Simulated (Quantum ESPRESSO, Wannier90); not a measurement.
**Tight-binding from DFT: RbH$_{2}$N (P2₁/m)**

Cell from Materials Project (mp-697144), symmetrised, no further relaxation. Not found in the COD (Crystallography Open Database) copy used; not checked further. Computed values, not measurements, from LDA: Quantum ESPRESSO (norm-conserving PseudoDojo potentials, cutoff 68 Ry, no spin polarisation, no spin-orbit coupling) on a Γ-centred 6×8×6 mesh, then Wannier90. Density: 6×8×6 mesh, cold smearing 0.01 Ry.

```
begin unit_cell_cart
ang
    4.8411500000    0.0000000000    0.0000000000
    0.0000000000    3.9472600000    0.0000000000
   -0.9943160000    0.0000000000    6.3345980000
end unit_cell_cart
mp_grid = 6 8 6
```

Which shells of neighbouring k-points and which b-vectors and weights does Wannier90 pick for this cell and mesh?


```
 *---------------------------------- K-MESH ----------------------------------*
 +----------------------------------------------------------------------------+
 |                    Distance to Nearest-Neighbour Shells                    |
 |                    ------------------------------------                    |
 |          Shell             Distance (Ang^-1)          Multiplicity         |
 |          -----             -----------------          ------------         |
 |             1                   0.165314                      2            |
 |             2                   0.198973                      2            |
 |             3                   0.218960                      2            |
 |             4                   0.253074                      2            |
 |             5                   0.258687                      4            |
 |             6                   0.294106                      2            |
 |             7                   0.295861                      4            |
 |             8                   0.321926                      4            |
       ... (lines left out)
 +----------------------------------------------------------------------------+
 | The b-vectors are chosen automatically                                     |
 | The following shells are used:                       1,  2,  3,  4         |
 +----------------------------------------------------------------------------+
 |                        Shell   # Nearest-Neighbours                        |
 |                        -----   --------------------                        |
 |                          1               2                                 |
 |                          2               2                                 |
 |                          3               2                                 |
 |                          4               2                                 |
 +----------------------------------------------------------------------------+
 | Completeness relation is fully satisfied [Eq. (B1), PRB 56, 12847 (1997)]  |
 +----------------------------------------------------------------------------+
 |                  b_k Vectors (Ang^-1) and Weights (Ang^2)                  |
 |                  ----------------------------------------                  |
 |            No.         b_k(x)      b_k(y)      b_k(z)        w_b           |
 |            ---        --------------------------------     --------        |
 |             1         0.000000    0.000000    0.165314    16.551802        |
 |             2         0.000000    0.000000   -0.165314    16.551802        |
 |             3         0.000000    0.198973    0.000000    12.629371        |
 |             4         0.000000   -0.198973    0.000000    12.629371        |
 |             5         0.216312    0.000000    0.033954     8.491116        |
 |             6        -0.216312    0.000000   -0.033954     8.491116        |
 |             7         0.216312    0.000000   -0.131360     2.194753        |
 |             8        -0.216312    0.000000    0.131360     2.194753        |
```
